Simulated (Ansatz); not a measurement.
Here is the system:

BaTaO3:
```
BaTaO3
1.0
    4.09098     0.00000     0.00000
    0.00000     4.09098     0.00000
    0.00000     0.00000     4.09098
Ta Ba O
1 1 3
Direct
  0.50000   0.50000   0.50000
  0.00000   0.00000   0.00000
  0.00000   0.50000   0.50000
  0.50000   0.00000   0.50000
  0.50000   0.50000   0.00000
```

This is the r²SCAN-relaxed structure.

Task: All from DFT-r²SCAN in the program Ansatz with PAW potentials, unless another level is named. Predict the electronic character.

Result: metallic (no gap).

Task: Next, the formation energy from the elements (no fitted shifts)?

Result: -3.12 eV/atom.

Task: Next, the gap with spin–orbit coupling?

Result: none (metallic).

Space group Pm-3m (cubic perovskite). The start of the workflow was typed in or built on a structure type; the Crystallography Open Database copy checked does not list it. Its standing as an ambient phase is unchecked. Symmetry was held in the r²SCAN relaxation; its stability against distortions is not shown here. The run is not spin-polarised. The volume moved by -17 % from the start of the relaxation. With an odd number of electrons in the cell and no spin polarisation, the count alone makes it a metal. The references are the lowest solids computed at this level, not always the standard phases (solids in place of the gases). Scalar-relativistic: spin–orbit coupling is off unless named, which matters more the heavier the elements.

Potentials: the earlier of the program's two PAW sets.
